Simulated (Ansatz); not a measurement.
Input:

Au2S:
```xyz
6
Lattice="5.2783 0.0000 0.0000 0.0000 5.2783 0.0000 0.0000 0.0000 5.2783" Properties=species:S:1:pos:R:3 pbc="T T T"
S      0.0000     0.0000     0.0000
S      2.6391     2.6391     2.6391
Au     1.3196     1.3196     3.9587
Au     1.3196     3.9587     1.3196
Au     3.9587     3.9587     3.9587
Au     3.9587     1.3196     1.3196
```

This is the r²SCAN-relaxed structure.

Q: All from the program Ansatz at the r²SCAN level (PAW), unless another level is named. Predict the electron effective mass with spin–orbit coupling, band 2 of 2 at the edge.

A: 0.13 along [100], 0.16 along [110], 0.20 along [111] (mₑ).

Q: What about the electron effective mass, band 2 of 2 at the edge?

A: 0.14 along [100], 0.17 along [110], 0.21 along [111] (mₑ).

Q: Give the electron effective mass with spin–orbit coupling, band 1 of 2 at the edge.

A: 0.52 along [100], 0.31 along [110], 0.23 along [111] (mₑ).

Q: Give the hole effective mass, band 1 of 3 at the edge.

A: 2.9 along [100], 2.9 along [110], 6.2 along [111] (mₑ).

Q: Predict the valence-band maximum.

A: at Γ.

Space group Pn-3m. The first step of the workflow began from a Materials Project structure, measured or hypothetical; the Crystallography Open Database files this formula in space group No. 224, but the cells were not matched. Whether it is the stable phase at ambient conditions was not checked. Symmetry was held in the r²SCAN relaxation; whether a distortion lowers the energy is not shown. Spin–orbit coupling is left out wherever it is not named.

Potentials: the later of the program's two PAW sets.

Edges and masses are those of Kohn–Sham bands, whose gap is no quasiparticle gap.
